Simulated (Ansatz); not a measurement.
The elements of this relaxed trial crystal are hidden behind letters.

```
lattice vectors (Å)
   4.2301    0.0000    0.0000
   0.0000    4.2301    0.0000
   0.0000    0.0000    3.0731
fractional positions
X 0.5000 0.5000 0.0000
Z 0.0000 0.5000 0.0000
Z 0.5000 0.0000 0.0000
```

Method: Ansatz, DFT PBE, scalar-relativistic, plane waves, PAW. Plane waves to 420 eV, a 12×12×16 mesh through Γ for the 3-atom cell and 0.10 eV Gaussian smearing; no spin polarisation.

| Item | Value |
| --- | --- |
| Space group | P4/mmm (No. 123) |
| Conventional cell | a = 4.230 Å, c = 3.073 Å |
| Volume per atom | 18.33 Å³ |
| Density | 3.90 g/cm³ |
| Formation energy | −2.79 eV/atom |
| Gap on the 12×12×16 mesh of the 3-atom cell | 0 eV (a metal) |

Energies are uncorrected and count from the elements' standard states at the same level.

Task: X is a d-block element of period 5 and Z is a p-block element of period 2. Which elements are they?

Result: X = Zr, Z = F, so the formula is ZrF2. Density times volume gives a mean mass of 3.90 × 18.33/1.6605 = 43.1 u per atom, and this set has 43.1 u. Zr is surrounded by 4 F at 2.12 Å and 2 Zr at 3.07 Å; F is surrounded by 2 Zr at 2.12 Å. Other sets within the hints have nearly the same mass, so mass alone doesn't settle it; this one was computed.

A structure relaxed within its symmetry needn't be a true minimum.
